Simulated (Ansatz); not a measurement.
TaSnS in space group P4/nmm (No. 129; Ta on 2c, Sn on 2a, S on 2c) at seven volumes, DFT-PBEsol in the program Ansatz with PAW potentials, shape and atoms relaxed at each. One row is withheld.

```csv
V (Å³/atom),P (GPa)
16.883,?
17.439,9.28
17.996,4.23
18.552,0.00
19.109,-3.53
19.666,-6.48
20.222,-8.93
```

Question: Fit the shown pressures and predict the withheld one.

Answer: Third-order Birch–Murnaghan: P = (3/2)B₀(x^(7/2) − x^(5/2))[1 + (3/4)(B′ − 4)(x − 1)] with x = (V₀/V)^(2/3). Least squares on the six rows gives V₀ = 18.552 Å³/atom, B₀ = 128.5 GPa, B′ = 4.99. At V = 16.883, x = 1.0649 and P = 15.33 GPa. The run itself gave 15.29 GPa.

The start of the workflow was typed in or built on a structure type; neither database checked (COD, Materials Project) lists it. Its standing as an ambient phase is unchecked. The cell was relaxed with PBEsol under the symmetry of its start. At this level the phase is dynamically unstable (imaginary phonons). The run is not spin-polarised. The volume moved by -21 % from the start of the relaxation. Scalar-relativistic: spin–orbit coupling is off unless named, which matters more the heavier the elements.

Potentials: the earlier of the program's two PAW sets. The files were generated under PBE; for other functionals the program regenerates the frozen cores, and for LDA and PBEsol the local potential too.
